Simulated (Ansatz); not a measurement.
Here is the system:

Nb3Sn:
```cif
data_Nb6Sn2
_chemical_formula_sum 'Sn2 Nb6'
_space_group_name_H-M_alt 'Pm-3n'
_space_group_IT_number 223
_space_group_name_Hall '-P 4n 2 3'
_cell_length_a 5.30410
_cell_length_b 5.30410
_cell_length_c 5.30410
_cell_angle_alpha 90.000
_cell_angle_beta 90.000
_cell_angle_gamma 90.000
loop_
_atom_site_label
_atom_site_type_symbol
_atom_site_symmetry_multiplicity
_atom_site_Wyckoff_symbol
_atom_site_fract_x
_atom_site_fract_y
_atom_site_fract_z
_atom_site_occupancy
Sn1 Sn 2 a 0.00000 0.00000 0.00000 1
Nb1 Nb 6 c 0.00000 0.50000 0.25000 1
```

This is the r²SCAN-relaxed structure.

All from r²SCAN in the plane-wave PAW code Ansatz, unless another level is named. Predict the formation energy from the elements (no fitted shifts).

-0.23 eV/atom.

What about the density of states at the Fermi level?

2.0 states/eV per atom (mean over ±0.08 eV).

The cell was relaxed with r²SCAN under the symmetry of its start. The run is not spin-polarised. The references are the lowest solids computed at this level, not always the standard phases. Spin–orbit coupling is left out wherever it is not named.

Potentials: the later of the program's two PAW sets.
